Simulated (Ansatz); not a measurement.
Sn (body-centred tetragonal, I4/mmm) at seven volumes, the program Ansatz at the r²SCAN level (PAW), shape and atoms relaxed at each. One row is withheld.

```
V (Å³/atom)  P (GPa)
-----------  -------
24.723          6.12
25.538          3.72
26.353          1.69
27.168          0.00
27.983         -1.40
28.798             ?
29.613         -3.44
```

Fit the shown pressures and predict the withheld one.

P = (3/2)B₀(x^(7/2) − x^(5/2))[1 + (3/4)(B′ − 4)(x − 1)] with x = (V₀/V)^(2/3). Least squares on the six rows gives V₀ = 27.172 Å³/atom, B₀ = 50.5 GPa, B′ = 5.33. At V = 28.798, x = 0.9620 and P = -2.51 GPa. The run itself gave -2.53 GPa.

This is a known high-pressure phase of the composition, computed here at zero pressure and temperature. The cell was relaxed with r²SCAN under the symmetry of its start; its stability against distortions is not shown here. Scalar-relativistic: spin–orbit coupling is off unless named, which matters more the heavier the elements.

Potentials: the later of the program's two PAW sets.
